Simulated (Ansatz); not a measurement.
Phonons of Al (fcc, Cu type) at L = (0.5, 0.0, 0.0), X = (0.5, 0.5, 0.0).

Al (fcc, Cu type)

```
CELL_PARAMETERS angstrom
      0.00000     1.99536     1.99536
      1.99536     0.00000     1.99536
      1.99536     1.99536     0.00000
ATOMIC_POSITIONS crystal
  Al 0.00000 0.00000 0.00000
```

Calculation: r2SCAN (plane waves to 500 eV, PAW, scalar-relativistic; Ansatz, a first-principles code). Harmonic phonons by density-functional perturbation theory on a 20×20×20 k mesh, in cm⁻¹ and rounded to 5; i marks imaginary ones, q is in fractions of the reciprocal vectors of the cell shown, and the three acoustic modes at Γ are left out. The program warned that its band solver left a few bands short of their tolerance. Al was relaxed with its symmetry unable to fall. The PAW data are Ansatz's earlier set.

```csv
q,wavenumbers (cm⁻¹)
"L = (0.5, 0.0, 0.0)","160 (×2), 350"
"X = (0.5, 0.5, 0.0)","220 (×2), 350"
```

The structure shows no imaginary mode at these points (lowest 160 cm⁻¹ at L = (0.5, 0.0, 0.0)); other wave vectors were not tested.

Highest mode: 350 cm⁻¹ at X = (0.5, 0.5, 0.0).
